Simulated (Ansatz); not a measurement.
AgCl:
Space group Fm-3m (No. 225); a = 5.4474 Å, b = 5.4474 Å, c = 5.4474 Å, α = 90.00°, β = 90.00°, γ = 90.00°

| atom | site | symmetry | x | y | z |
|---|---|---|---|---|---|
| Ag | 4b | m-3m | 0.5000 | 0.5000 | 0.5000 |
| Cl | 4a | m-3m | 0.0000 | 0.0000 | 0.0000 |
(The calculation used a cell of 2 atoms; values per cell refer to that cell.)

Relaxed with PBEsol. 

**Question.** HSE06 on this cell (Ansatz, a program for electronic structure, PAW) gives a gap of 2.40 eV. What does PBEsol give?

**Answer.** 0.72 eV.

Cost on shared cores: the PBEsol run (SCF on a 9×9×9 mesh, then bands and DOS) around 7 core-seconds (rough), the HSE06 run (SCF on 7×7×7, then a few points) roughly 80 core-seconds; the tasks are unlike.

The cell was relaxed with PBEsol under the symmetry of its start. The run is not spin-polarised. Scalar-relativistic: spin–orbit coupling is off unless named, which matters more the heavier the elements.

Potentials: the later of the program's two PAW sets.

Ansatz is a plane-wave DFT program.
